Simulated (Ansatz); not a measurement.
A geometry of Y away from equilibrium: step 3 of the relaxation of a relaxed Y cell displaced along its unstable phonon at q = (½, ½, 0) of its primitive reciprocal cell (78i cm⁻¹), largest move 0.15 Å. Computed with r2SCAN (plane waves to 500 eV, PAW, scalar-relativistic; Ansatz, a quantum-chemistry and plane-wave program). Γ-centred k-mesh 10×10×10 on the run's cell (coarser than for final values), Fermi–Dirac smearing 0.05 eV.

```
Y
1.0
    6.47262     0.00000     0.00000
    3.23631     3.23631     0.00000
    0.00000     0.00000     3.26363
Y
2
Direct
  0.00000   0.00000   0.16654
  0.50000   0.00000   0.83346
```

Give the Cartesian forces on all atoms (eV/Å).


```csv
atom,Fx,Fy,Fz
Y1,0.00,0.00,1.12
Y2,0.00,0.00,-1.12
```

What is the pressure?

+0.3 GPa, compression positive.

No spin polarisation in the result.

The run could not lose the symmetry of its start.

Of the parent cell (Pm-3m (No. 221)): it is a generated cell of Y: the first start was made by placing the elements on the sites of a structure type, and the end was not matched to a known phase here, so it may be hypothetical. Known forms of Y include space group No. 194.

This is a known allotrope of Y, reached from a generated start. Known forms of Y include space group No. 194.
